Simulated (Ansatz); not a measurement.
Consider the following.

GaSb (CsCl type, Pm-3m), a = b = c = 3.5365 Å, α = β = γ = 90.00°.

This is the PBEsol-relaxed structure.

Task: All from plane-wave PAW PBEsol (Ansatz code), unless another level is named. Predict the electronic character.

Result: metallic (no gap).

Task: Predict the density of states at the Fermi level.

Result: 0.53 states/eV per atom (mean over ±0.08 eV).

Task: Predict the formation energy from the elements (no fitted shifts).

Result: 0.11 eV/atom.

Task: Give the gap with spin–orbit coupling.

Result: none (metallic).

The cell is a constructed one: a structure type filled with these elements; neither database checked (COD, Materials Project) lists it. It is not the phase usual at ambient conditions (space group No. 216). The PBEsol relaxation kept the symmetry of its start. At this level the phase is mechanically unstable. The references are the lowest solids computed at this level, not always the standard phases. Spin–orbit coupling is left out wherever it is not named.

Potentials: the earlier of the program's two PAW sets. The files were generated under PBE; for other functionals the program regenerates the frozen cores, and for LDA and PBEsol the local potential too.
